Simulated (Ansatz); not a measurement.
The cell is the one relaxed in the Materials Project (mp-2002), not relaxed further here; entries there can be hypothetical.

An input for Cu$_{3}$Sb and the output that it gave: DFT, PBEsol, all-electron LAPW, scalar-relativistic (Ansatz 0.2.0).

```yaml
crystal:
  lattice:
    - [0.0, 3.112952, 3.112952]
    - [3.112952, 0.0, 3.112952]
    - [3.112952, 3.112952, 0.0]
  atoms:
    - { symbol: Cu, position: [0.5, 0.5, 0.5] }
    - { symbol: Cu, position: [0.25, 0.25, 0.25] }
    - { symbol: Cu, position: [0.75, 0.75, 0.75] }
    - { symbol: Sb, position: [0.0, 0.0, 0.0] }
kpoints:
  mp_grid: { grid: [9, 9, 9] }
  band_path:
    path:
      - [0.0, 0.0, 0.0]
      - [0.5, 0.0, 0.5]
      - [0.625, 0.25, 0.625]
      - [0.375, 0.375, 0.75]
      - [0.0, 0.0, 0.0]
      - [0.5, 0.5, 0.5]
      - [0.5, 0.25, 0.75]
      - [0.5, 0.0, 0.5]
    npoints: 8
scf:
  occupations: { method: fermi_dirac, width: 0.03 }
hamiltonian:
  xc: pbesol
  pseudopotentials: { kind: all_electron, lapw: { basis_error: 0.0005 } }
output:
  forces: true
  stress: true
  eigenvalues: true
  populations: true
  dos: { projected: true, de: 0.2, e_range: [-14, 8] }
```

What the program printed:

```
Cu: projections on atomic orbitals take those of the free atom 1s2 2s2 2p6 3s2 3p6 3d10 4s1, of charge +0.00 (hamiltonian.pseudopotentials.projection_atoms)
Sb: projections on atomic orbitals take those of the free atom 1s2 2s2 2p6 3s2 3p6 3d10 4s2 4p6 4d10 5s2 5p3, of charge +0.00 (hamiltonian.pseudopotentials.projection_atoms)
LAPW: plane waves up to 8.726 Å⁻¹, error target 5.0e-4 eV per atom; small_component_spin mean_spin; Cu in spheres of 1.328 Å, 19 of its electrons in bands, Dirac shells []; Sb in spheres of 1.368 Å, 23 of its electrons in bands, Dirac shells []
Engine: ansatz 0.2.0
Pseudopotentials: kind: all_electron
Pseudopotential: Cu, LAPW, valence charge 19, Koelling and Harmon's equation, gaussian nucleus
Pseudopotential: Sb, LAPW, valence charge 23, Koelling and Harmon's equation, gaussian nucleus
Functional definition: PBEsol
  exchange = pbesol_x
  correlation = pbesol_c
Crystal: 4 atoms, lattice volume = 60.332 Å³
Basis set: ecut = 290.0869112911405 eV, 645 PW (Γ), exchange–correlation at level 2
Bands: 48, of which v1, the nominal top of the filled ones, is band 40 counted from 1 (39 counted from 0)
Symmetry: 48 space group operations
Space group: Fm-3m (ITA 225), of the structure as read, at distance tolerance 3.9e-5 Å
k-points: 35 of 729
Non-local potential: Cu, projectors of the file, none
Non-local potential: Sb, projectors of the file, none
Initial density: superposition of atomic densities (chi_scale 0.1, normalization cell, long waves kept (reshape's long-wave potential 0.00 eV rms))
Initial wavefunctions: plane waves of lowest kinetic energy (no species holds an atomic orbital)
Functional: x = pbesol(κ = 0.804, μ = 0.12345679012345678), c = pbesol(β = 0.046)
iter 1 solved again at ethr=1.22e-3 eV; its pass at ethr=1.00e-1 eV (dr2=9.75e-1 eV) is discarded
SCF iter   1: F=—  HF=-311287.341778 eV  |F-HF|=—  |Δ(HF+E_count)|=         —  Δρ=4.04e-2  dr2=9.78e-1  ethr=1.22e-3  ⟨swp⟩=2.1  Hψ=10960  notcnv=0
preconditioner: auto → Kerker (q_TF=auto, 2.860 Å⁻¹)  [metal: Δε(μ)=0.035 eV  Ē_g=13.716 eV  σ=0.030 eV  W_gap=0.29  n_scr=26 (ndim 8)  ℏωp=33.1 eV  f_vac=0.000  D(μ)=3.41/eV (n_scr^D=26)]
SCF iter   2: F=—  HF=-311291.780875 eV  |F-HF|=—  |Δ(HF+E_count)|=    4.44e0  Δρ=2.68e-2  dr2=6.23e-1  ethr=1.22e-3  ⟨swp⟩=3.0  Hψ=5993  notcnv=0
preconditioner: auto → Resta (q_TF=auto, 2.860 Å⁻¹)  ε∞=5.3  [insulator: Δε(μ)=0.119 eV  Ē_g=15.885 eV  σ=0.030 eV  W_gap=0.55  n_scr=26 (ndim 8)  ℏωp=33.1 eV  f_vac=0.000  D(μ)=1.00/eV (n_scr^D=0)  ε∞_Penn≈5.3]
SCF iter   3: F=—  HF=-311285.573225 eV  |F-HF|=—  |Δ(HF+E_count)|=    6.21e0  Δρ=9.70e-3  dr2=9.60e-2  ethr=7.79e-4  ⟨swp⟩=3.0  Hψ=5237  notcnv=0
SCF iter   4: F=—  HF=-311284.840941 eV  |F-HF|=—  |Δ(HF+E_count)|=   7.32e-1  Δρ=9.50e-3  dr2=6.22e-2  ethr=1.20e-4  ⟨swp⟩=3.0  Hψ=5675  notcnv=0
SCF iter   5: F=—  HF=-311284.781237 eV  |F-HF|=—  |Δ(HF+E_count)|=         —  Δρ=6.53e-3  dr2=2.44e-2  ethr=7.78e-5  ⟨swp⟩=2.0  Hψ=4978  notcnv=0
the basis was enlarged: its passes take 131.8 KiB over the memory plan, 1 of 1 planned eigensolver slots
SCF iter   6: F=—  HF=-311284.739156 eV  |F-HF|=—  |Δ(HF+E_count)|=   4.21e-2  Δρ=2.33e-3  dr2=3.31e-3  ethr=3.04e-5  ⟨swp⟩=2.0  Hψ=4921  notcnv=0
iter 7 solved again at ethr=2.01e-7 eV; its pass at ethr=4.13e-6 eV (dr2=1.61e-4 eV) is discarded
SCF iter   7: F=—  HF=-311284.738190 eV  |F-HF|=—  |Δ(HF+E_count)|=   9.66e-4  Δρ=5.04e-4  dr2=1.61e-4  ethr=2.01e-7  ⟨swp⟩=2.0  Hψ=8255  notcnv=0
SCF iter   8: F=—  HF=-311284.738085 eV  |F-HF|=—  |Δ(HF+E_count)|=   1.05e-4  Δρ=2.85e-4  dr2=5.47e-5  ethr=2.01e-7  ⟨swp⟩=2.0  Hψ=4816  notcnv=0
SCF iter   9: F=—  HF=-311284.737930 eV  |F-HF|=—  |Δ(HF+E_count)|=   1.56e-4  Δρ=7.33e-5  dr2=3.35e-6  ethr=6.83e-8  ⟨swp⟩=2.1  Hψ=4820  notcnv=0
SCF iter  10: F=—  HF=-311284.737919 eV  |F-HF|=—  |Δ(HF+E_count)|=   1.12e-5  Δρ=9.47e-6  dr2=8.07e-8  ethr=4.19e-9  ⟨swp⟩=2.8  Hψ=4866  notcnv=0
SCF iter  11: F=-311284.737919 eV  HF=-311284.737919 eV  |F-HF|=9.20e-9  |Δ(HF+E_count)|=   2.65e-8  Δρ=2.59e-6  dr2=5.02e-9  ethr=1.01e-10  ⟨swp⟩=2.0  Hψ=4816  notcnv=0
SCF 1 converged in 11 iterations: F = -311284.737919 eV  dr2 = 5.02e-9
NSCF: frozen V_eff on 57 k-points
SCF converged after 11 iterations
Free energy (F): -311284.737919 eV
Harris-Foulkes:  -311284.737919 eV  (|F-HF|=9.20e-9)
Internal energy: -311284.733682 eV  (E = F + TS)
E sigma→0 (E₀):  -311284.735800 eV
Entropy (-TS):   -0.004237 eV (-1.059 meV/atom)
Fermi energy:    16.947012 eV
--- Per-component energies (eV) ---
  E_band       = -1911.439631
  E_kinetic    = 323068.448167
  E_xc         = -9978.007659
  E_electrostatic = -624375.174190  (all electrons and nuclei)
  E_smearing   = -0.004237  (= −TS)
  E_closure    = 0.000000  (closes the sum)
  E_atoms      = -311267.943998  (free atoms, spherical and without spin; not in F)
  Σ components = -311284.737919   (vs F -311284.737919, Δ=0.00e0)
  Basis errors (estimates in eV, not in F): energy 1.3e-4 per atom: plane waves 1.2e-4 (6.1e-5 summed), levels above the bands 2.1e-125, relativity 3.8e-9, radial functions 1.5e-5, core shells 3.0e-8; eigenvalues (radial functions only) 3.1e-7; not estimated: angular momenta, meshes, grids; target (lapw.basis_error) 5.0e-4; muffin-tin radii Cu 1.328 Å, Sb 1.368 Å
--- Forces (eV/Å), atoms counted from 1 ---
  atom   1  Cu    -0.00000000     0.00000000     0.00000000
  atom   2  Cu    -0.00000000     0.00000000     0.00000000
  atom   3  Cu    -0.00000000     0.00000000     0.00000000
  atom   4  Sb    -0.00000000     0.00000000     0.00000000
  max |Σ_I F_I| component: 9.25e-18 eV/Å
--- Stress (GPa, compression-positive) ---
       -4.729300      -0.000000       0.000000
       -0.000000      -4.729300       0.000000
        0.000000       0.000000      -4.729300
  P = ⅓ Tr σ = -4.7293 GPa (-47.293 kbar)
--- Band table (eV; the first three rows and the last of 35) ---
  k-point 0: bands = ["-127.6749", "-96.0540", "-96.0533", "-95.5989", "-80.7040", "-80.7040", "-80.7040", "-53.5953", "-53.5953", "-53.5953", "-53.5916", "-53.5916", "-53.5916", "-53.1419", "-53.1419", "-53.1419", "-12.6410", "-12.6410", "-12.6410", "-12.6165", "-12.6165", "4.3086", "11.9079", "11.9079", "11.9079", "12.4877", "12.4877", "13.2287", "13.2287", "13.2287", "13.9129", "13.9129", "13.9129", "13.9887", "13.9887", "14.2349", "14.2349", "15.9427", "17.5145", "17.5145", "17.5145", "19.5291", "19.5291", "19.5291", "20.2974", "21.4739", "21.4739", "21.4739"]
  k-point 1: bands = ["-127.6749", "-96.0539", "-96.0533", "-95.5989", "-80.7040", "-80.7040", "-80.7040", "-53.5953", "-53.5952", "-53.5952", "-53.5917", "-53.5917", "-53.5916", "-53.1419", "-53.1419", "-53.1419", "-12.6410", "-12.6407", "-12.6407", "-12.6165", "-12.6165", "4.4327", "11.6653", "11.9017", "11.9017", "12.5438", "12.5438", "13.2105", "13.2105", "13.2185", "13.7474", "13.8071", "13.8071", "14.0543", "14.0543", "14.2243", "14.2243", "15.6843", "17.3657", "17.3657", "17.3765", "19.2148", "19.6687", "19.6687", "20.8291", "21.3816", "21.3816", "22.2028"]
  k-point 2: bands = ["-127.6749", "-96.0539", "-96.0534", "-95.5989", "-80.7040", "-80.7040", "-80.7040", "-53.5950", "-53.5949", "-53.5949", "-53.5920", "-53.5920", "-53.5919", "-53.1419", "-53.1418", "-53.1418", "-12.6409", "-12.6400", "-12.6400", "-12.6162", "-12.6162", "4.7891", "10.9651", "11.8973", "11.8973", "12.6792", "12.6792", "13.0749", "13.1652", "13.1652", "13.4966", "13.6485", "13.6485", "14.0962", "14.0962", "14.2101", "14.2101", "15.2229", "16.9522", "17.1260", "17.1260", "19.4735", "19.4735", "19.7100", "20.8076", "21.8783", "21.8783", "24.5221"]
  k-point 34: bands = ["-127.6749", "-96.0537", "-96.0536", "-95.5989", "-80.7040", "-80.7040", "-80.7040", "-53.5963", "-53.5958", "-53.5940", "-53.5931", "-53.5909", "-53.5908", "-53.1420", "-53.1419", "-53.1417", "-12.6407", "-12.6394", "-12.6363", "-12.6171", "-12.6147", "6.3435", "10.1749", "10.6757", "11.4916", "12.4609", "12.9608", "12.9789", "13.0754", "13.2180", "13.2371", "13.4380", "13.5310", "14.0648", "14.0970", "14.1280", "14.2149", "14.2326", "14.3461", "14.4103", "18.9023", "19.5597", "19.8661", "21.4749", "24.5890", "24.7834", "26.6296", "27.2898"]
--- Löwdin populations: 4 sites ---
  site symbol       q [e]
     0     Cu     28.6800
     1     Cu     28.5486
     2     Cu     28.5486
     3     Sb     51.7389
  spilling = 0.003507 (of n_electrons = 138.000000)
```
